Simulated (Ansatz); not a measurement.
Geometry optimisation in Ansatz: input, command and trajectory.

```yaml
crystal:
  lattice:
    - [3.3371456039, 0.0, 0.0]
    - [-1.6685728019, 2.8900528691, 0.0]
    - [0.0, 0.0, 5.1656427043]
  atoms:
    - { symbol: Mn, position: [0.3333333333, 0.6666666667, -0.003516763], spin: 4.32 }
    - { symbol: Mn, position: [0.6666666667, 0.3333333333, 0.496483237], spin: 4.32 }
    - { symbol: O, position: [0.3333333333, 0.6666666667, 0.389946763], spin: 0.25 }
    - { symbol: O, position: [0.6666666667, 0.3333333333, 0.889946763], spin: 0.25 }
basis:
  ecutwfc: 420
kpoints:
  mp_grid: { grid: [12, 12, 8] }
hamiltonian:
  xc: pbesol
scf:
  occupations: { method: gaussian, width: 0.1 }
output:
  forces: true
  stress: true
  eigenvalues: true
  populations: true
magnetization:
  spin_polarized: true
relax:
  adjacent_minimum: "off"
  f_tol: 0.01
  max_steps: 30
  cell: { stress_tol: 0.1, fix: [volume] }
```

```bash
ansatz run input.yaml --threads 1 --pin off --max-ram 2560MiB --backend cpu --events-out ev --progress --plain --runs-dir out
```

All numbers below come from Ansatz, DFT PBEsol, scalar-relativistic, plane waves, PAW.

The volume is held at 0.94 times that of the relaxed cell.

Of 6 frames 5 are shown, positions in Å and forces in eV/Å; the SCF threshold varies from step to step. Steps run on the plane waves of an earlier cell, with a Pulay correction in the pressure. The basis is chosen afresh for the last frame, the zero of the energies, and at times for earlier ones too; energy and pressure can step there, also at an unchanged geometry. Where two frames share a geometry here, they differ by under 2 meV/atom and 0.3 GPa.

```xyz
4
Lattice="3.3371 0.0000 0.0000 -1.6686 2.8901 0.0000 0.0000 0.0000 5.1656" Properties=species:S:1:pos:R:3:forces:R:3 pbc="T T T" step=1 free_energy_over_end_meV_per_atom=0.43 pressure_GPa=7.72
Mn    0.0000    1.9267   -0.0182    0.0000    0.0000   -0.0354
Mn    1.6686    0.9634    2.5647    0.0000    0.0000   -0.0354
O     0.0000    1.9267    2.0143    0.0000    0.0000    0.0355
O     1.6686    0.9634    4.5971    0.0000    0.0000    0.0355
4
Lattice="3.3395 0.0000 0.0000 -1.6697 2.8921 0.0000 0.0000 0.0000 5.1584" Properties=species:S:1:pos:R:3:forces:R:3 pbc="T T T" step=2 free_energy_over_end_meV_per_atom=0.36 pressure_GPa=7.69
Mn    0.0000    1.9281   -0.0199    0.0000    0.0000   -0.0349
Mn    1.6697    0.9640    2.5593    0.0000    0.0000   -0.0349
O     0.0000    1.9281    2.0133    0.0000    0.0000    0.0349
O     1.6697    0.9640    4.5925    0.0000    0.0000    0.0349
4
Lattice="3.3560 0.0000 0.0000 -1.6780 2.9064 0.0000 0.0000 0.0000 5.1078" Properties=species:S:1:pos:R:3:forces:R:3 pbc="T T T" step=3 free_energy_over_end_meV_per_atom=0.16 pressure_GPa=7.38
Mn    0.0000    1.9376   -0.0395    0.0000    0.0000    0.0452
Mn    1.6780    0.9688    2.5144    0.0000    0.0000    0.0452
O     0.0000    1.9376    2.0133    0.0000    0.0000   -0.0452
O     1.6780    0.9688    4.5672    0.0000    0.0000   -0.0452
4
Lattice="3.3659 0.0000 0.0000 -1.6830 2.9150 0.0000 0.0000 0.0000 5.0777" Properties=species:S:1:pos:R:3:forces:R:3 pbc="T T T" step=4 free_energy_over_end_meV_per_atom=0.13 pressure_GPa=7.34
Mn    0.0000    1.9433   -0.0401    0.0000    0.0000   -0.0236
Mn    1.6830    0.9717    2.4987    0.0000    0.0000   -0.0236
O     0.0000    1.9433    2.0023    0.0000    0.0000    0.0236
O     1.6830    0.9717    4.5411    0.0000    0.0000    0.0236
4
Lattice="3.3595 0.0000 0.0000 -1.6798 2.9094 0.0000 0.0000 0.0000 5.0970" Properties=species:S:1:pos:R:3:forces:R:3 pbc="T T T" step=6 free_energy_over_end_meV_per_atom=0.00 pressure_GPa=7.40
Mn    0.0000    1.9396   -0.0377    0.0000    0.0000    0.0003
Mn    1.6798    0.9698    2.5108    0.0000    0.0000    0.0003
O     0.0000    1.9396    2.0074    0.0000    0.0000   -0.0003
O     1.6798    0.9698    4.5559    0.0000    0.0000   -0.0003
```

It took 3.8 min on 1 thread of Arm Neoverse V1, with other jobs on the host, peak memory 0.54 GiB.

The state reached may not be the lowest one. The program reads another magnetic order as possibly lower. Moments started parallel, and an antiferromagnetic order may lie lower.